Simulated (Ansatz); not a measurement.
Li (bcc, W type)

```
CELL_PARAMETERS angstrom
     -3.47628     3.47628     3.47628
      1.73814    -1.73814     1.73814
      1.73814     1.73814    -1.73814
ATOMIC_POSITIONS crystal
  Li 0.00000 0.00000 0.00000
  Li 0.50000 0.00000 0.00000
```

The atoms are displaced by Q × the pattern below (from a DFPT mode at N = (0.5, 0.0, 0.0), largest move 1; Q in Å), at fixed cell. (q is in reciprocal vectors of the primitive cell; the cell shown is doubled to hold the pattern.)

```tsv
atom	x	y	z
Li1	0.000	0.707	-0.707
Li2	0.000	-0.707	0.707
```

Computed with r2SCAN (plane waves to 500 eV, PAW, scalar-relativistic; Ansatz, a quantum-chemistry and plane-wave program). k mesh 19×19×19 (Γ-centred), Fermi-Dirac smearing 0.05 eV. The energy includes the smearing's −TS. With partly filled bands, energies and forces of such displacements shift with the k mesh and the smearing. Li was relaxed with its symmetry unable to fall. The PAW data are Ansatz's earlier set. ΔE is measured from the undisplaced structure.

Successive frames, forces in eV/Å:

```tsv
frame	ΔE (eV/cell)	F on Li1	F on Li2
Q = 0.000 Å	0.0000	(0.000, 0.000, 0.000)	(0.000, 0.000, 0.000)
Q = -0.047 Å	0.0001	(0.000, 0.002, -0.002)	(0.000, -0.002, 0.002)
Q = -0.093 Å	0.0006	(0.000, 0.005, -0.005)	(0.000, -0.005, 0.005)
```

Problem. What are the energy and the forces in the next frame, Q = -0.140 Å?

Solution. ΔE (eV/cell) = 0.0015.

```csv
atom,Fx,Fy,Fz
Li1,0.000,0.009,-0.009
Li2,0.000,-0.009,0.009
```

(A displaced cell: forces are minus the slopes of the energy, force constants its curvatures, and phonons follow from these.)
